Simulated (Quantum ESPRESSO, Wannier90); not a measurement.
**Tight-binding from DFT: TaN (P-6m2)**

```xyz
2
Lattice="2.9399 0.0000 0.0000 -1.4700 2.5461 0.0000 0.0000 0.0000 2.8902" Properties=species:S:1:pos:R:3 pbc="T T T"
Ta     0.0000     0.0000     1.4451
N     -1.4700     0.8487     0.0000
```

Structure: Materials Project mp-1459, symmetrised, not relaxed again. COD (Crystallography Open Database) has the formula in 5 space groups, this one among them (matched by group alone). Level: PBEsol, no spin polarisation, no spin-orbit coupling; pw.x of Quantum ESPRESSO at 68 Ry with PseudoDojo potentials, 12×12×10 k-points, Wannier90. Density: 12×12×10 mesh, cold smearing 0.01 Ry. Spin-orbit coupling is left out although heavy elements are present.

Band 5 is isolated and gives one Wannier function a cell (N2 2s 69 %, Ta1 5d 18 %, Ta1 6s 10 %; spread 1.08 Å²). Its on-site energy is ε = -15.798 eV relative to the Fermi level, and its hoppings t(R) = t(−R) to the nearer images are (images within this range that aren't listed have |t| under 5 meV):

```json
[
 {"R (lattice vectors; −R alike)": "0 0 1", "distance (Å)": "2.89", "t (eV)": "-0.118"},
 {"R (lattice vectors; −R alike)": "0 1 0", "distance (Å)": "2.94", "t (eV)": "-0.124"},
 {"R (lattice vectors; −R alike)": "1 0 0", "distance (Å)": "2.94", "t (eV)": "-0.124"},
 {"R (lattice vectors; −R alike)": "1 1 0", "distance (Å)": "2.94", "t (eV)": "-0.124"},
 {"R (lattice vectors; −R alike)": "0 1 -1", "distance (Å)": "4.12", "t (eV)": "-0.091"},
 {"R (lattice vectors; −R alike)": "0 1 1", "distance (Å)": "4.12", "t (eV)": "-0.091"},
 {"R (lattice vectors; −R alike)": "1 0 -1", "distance (Å)": "4.12", "t (eV)": "-0.091"},
 {"R (lattice vectors; −R alike)": "1 0 1", "distance (Å)": "4.12", "t (eV)": "-0.091"},
 {"R (lattice vectors; −R alike)": "1 1 -1", "distance (Å)": "4.12", "t (eV)": "-0.091"},
 {"R (lattice vectors; −R alike)": "1 1 1", "distance (Å)": "4.12", "t (eV)": "-0.091"},
 {"R (lattice vectors; −R alike)": "1 -1 0", "distance (Å)": "5.09", "t (eV)": "0.005"},
 {"R (lattice vectors; −R alike)": "1 2 0", "distance (Å)": "5.09", "t (eV)": "0.005"},
 {"R (lattice vectors; −R alike)": "2 1 0", "distance (Å)": "5.09", "t (eV)": "0.005"}
]
```

Problem. Work out the band energy at Γ, M, K, A from these numbers.

Solution. For one orbital E(k) = ε + Σ_R 2 t(R) cos(2π k·R), the sum over the listed R.
- Γ, k = (0.000, 0.000, 0.000): E = -15.798 + (-0.118)·(2.00) + (-0.124)·(6.00) + (-0.091)·(12.00) + (0.005)·(6.00) = -17.84 eV; pw.x: -17.76 eV
- M, k = (0.500, 0.000, 0.000): E = -15.798 + (-0.118)·(2.00) + (-0.124)·(-2.00) + (-0.091)·(-4.00) + (0.005)·(-2.00) = -15.43 eV; pw.x: -15.46 eV
- K, k = (0.333, 0.333, 0.000): E = -15.798 + (-0.118)·(2.00) + (-0.124)·(-3.00) + (-0.091)·(-6.00) + (0.005)·(6.00) = -15.09 eV; pw.x: -15.08 eV
- A, k = (0.000, 0.000, 0.500): E = -15.798 + (-0.118)·(-2.00) + (-0.124)·(6.00) + (-0.091)·(-12.00) + (0.005)·(6.00) = -15.18 eV; pw.x: -15.12 eV

At these points the listed shells miss the plane-wave band by up to 0.08 eV, of a width of 2.67 eV on the path. With all its hoppings the model misses the band by 0.4 meV at worst on the whole path, so most of the miss comes from the hoppings not listed.
